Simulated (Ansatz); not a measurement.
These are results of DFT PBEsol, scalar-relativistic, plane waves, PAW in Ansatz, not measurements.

Cutoff 420 eV; k points 12×12×12 on the computed 4-atom cell (Γ-centred); Gaussian smearing, width 0.10 eV; no spin polarisation.

Structure with the computed forces (eV/Å) in the last three columns:

```xyz
4
Lattice="-4.1178 4.1178 2.0392 4.1178 -4.1178 2.0392 4.1178 4.1178 -2.0392" Properties=species:S:1:pos:R:3:forces:R:3 pbc="T T T" pressure_GPa=-2.82
Sb    1.2674    2.8504    0.0000   -0.1700    0.1700    0.0000
Sb   -1.2674    2.8504    2.0392    0.1700    0.1700    0.0000
Sb    2.8504    1.2674    2.0392    0.1700   -0.1700    0.0000
Sb    5.3852    1.2674    0.0000   -0.1700   -0.1700    0.0000
```

Stress tensor (GPa, compression positive):

```
-2.70  0.00  0.00
 0.00 -2.70  0.00
 0.00  0.00 -3.07
```

This form isn't the element's structure at ambient conditions.